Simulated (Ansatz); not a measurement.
## Property card for NbRu

NbRu:
```
CELL_PARAMETERS angstrom
      0.00000     2.56725     2.56725
      2.56725     0.00000     2.56725
      2.56725     2.56725     0.00000
ATOMIC_POSITIONS crystal
  Ru 0.00000 0.00000 0.00000
  Nb 0.50000 0.50000 0.50000
```

Space group Fm-3m (No. 225), rock salt; conventional cell a = b = c = 5.134 Å, α = β = γ = 90.00°.

Method: plane-wave PAW PBEsol (Ansatz code). The cell and atoms are relaxed at this level. Other levels are named where they apply.

### Cell and energy

| Quantity | Value |
|---|---|
| Volume per atom | 16.92 Å³ |
| Density | 9.52 g/cm³ |
| Formation energy from the elements (no fitted shifts) | 0.43 eV/atom |

### Electronic structure

| Property | Result |
|---|---|
| Electronic character | metallic (no gap) |
| Density of states at the Fermi level | 0.67 states/eV per atom (mean over ±0.08 eV) |
| Gap with spin–orbit coupling | none (metallic) |

### Mechanics

| Item | Result |
|---|---|
| Bulk modulus (Birch–Murnaghan fit) | 206 GPa |
| Pressure derivative B′ | 4.3 |
| Elastic constants (relaxed ions, GPa) | C11 = 351, C12 = 134, C44 = -22.8 |
| Mechanical stability | unstable (C has a negative eigenvalue) |

### Phonons

| Quantity | Result |
|---|---|
| Highest zone-centre frequency | 189 cm⁻¹ |
| Zone-centre stability | no imaginary mode at Γ |

The start of the workflow was typed in or built on a structure type; neither database checked (COD, Materials Project) lists it. COD files the formula under space group No. 123, 221. Its standing as an ambient phase is unchecked. Symmetry was held in the PBEsol relaxation. The run is not spin-polarised. Its formation energy is positive at this level, so the cell may be metastable or incomplete. As this level gives no gap, shear constants depend on the k-mesh and smearing (Fermi–Dirac, 0.1 eV here). As this level gives no gap, phonon frequencies hold no LO–TO term and depend on the k-mesh and smearing (Fermi–Dirac, 0.1 eV here). The references are the lowest solids computed at this level, not always the standard phases. Scalar-relativistic: spin–orbit coupling is off unless named, which matters more the heavier the elements.

Potentials: the earlier of the program's two PAW sets. The files were generated under PBE; for other functionals the program regenerates the frozen cores, and for LDA and PBEsol the local potential too.
